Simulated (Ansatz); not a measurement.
TiO2 (rutile, P4_2/mnm), the program Ansatz at the r²SCAN level (PAW). The conduction-band minimum lies at Γ, with 1 equivalent valley. Second derivatives d²E/dk² of the lowest band at one valley (eV·Å²), along Cartesian directions:

| direction | d²E/dk² |
|---|---|
| [100] | 6.548 |
| [010] | 6.548 |
| [001] | 13.04 |
| [110] | 6.521 |
| [101] | 9.798 |
| [011] | 9.798 |

Task: Find the principal effective masses, the density-of-states mass and the conductivity mass.

Result: Off-diagonal terms follow from H_xy = H[110] − (H_xx + H_yy)/2, and m*/mₑ = 7.620 eV·Å² over each eigenvalue: 0.58, 1.2, 1.2. One valley's DOS mass (m₁m₂m₃)^(1/3) = 0.92, conductivity mass 3/(Σ 1/mᵢ) = 0.87 mₑ.

Task: What effective density of states Nc follows at 300 K for parabolic valleys?

Result: Nc = 2.509e19 × 1 × (0.92)^(3/2) ≈ 2.2e19 cm⁻³.

The r²SCAN relaxation kept the symmetry of its start. The run is not spin-polarised.

Potentials: the later of the program's two PAW sets.

Edges and masses are those of Kohn–Sham bands, whose gap is no quasiparticle gap.
